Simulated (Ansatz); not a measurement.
Starting cell, MoSi₂ (MoSi2 type, space group I4/mmm):

```yaml
crystal:
  lattice:
    - [-1.60850, 1.60850, 3.93661]
    - [1.60850, -1.60850, 3.93661]
    - [1.60850, 1.60850, -3.93661]
  atoms:
    - { symbol: Mo, position: [0.00000, 0.00000, 0.00000] }
    - { symbol: Si, position: [0.33511, 0.33511, 0.00000] }
    - { symbol: Si, position: [0.66489, 0.66489, 0.00000] }
```

In this cell atom 1 (Mo, nearest neighbour Si at 2.619 Å; its periodic images, 3.2 Å or more away, move with it) is moved by u·(1.000, 0.000, 0.000) + v·(0.000, 0.000, 1.000); the rest is frozen.

Calculation: PBE (plane waves to 420 eV, PAW, scalar-relativistic; Ansatz, an electronic-structure program). k mesh 16×16×16 (Γ-centred), Fermi-Dirac smearing 0.05 eV. E stands for the smeared free energy. With partly filled bands, energies and forces of such displacements shift with the k mesh and the smearing. MoSi2 is run without spin polarisation. MoSi2 was relaxed with its symmetry unable to fall. The PAW data are Ansatz's earlier set. ΔE is measured from the undisplaced structure. Axes are in Å.

Question: Give the computed ΔE (eV/cell) at all points of the grid u = -0.390, -0.195, 0.000, 0.195, 0.390 by v = -0.390, -0.195, 0.000, 0.195, 0.390.

Answer: ΔE (eV/cell), with u across and v down:

```csv
v \ u,-0.390,-0.195,0.000,0.195,0.390
-0.390,1.923,1.252,1.031,1.252,1.923
-0.195,1.002,0.430,0.241,0.430,1.002
0.000,0.712,0.177,0.000,0.177,0.712
0.195,1.002,0.430,0.241,0.430,1.002
0.390,1.923,1.252,1.031,1.252,1.923
```

(For displaced atoms, the force is minus the slope of the energy, and its curvature is a force constant, which sets phonon frequencies.)
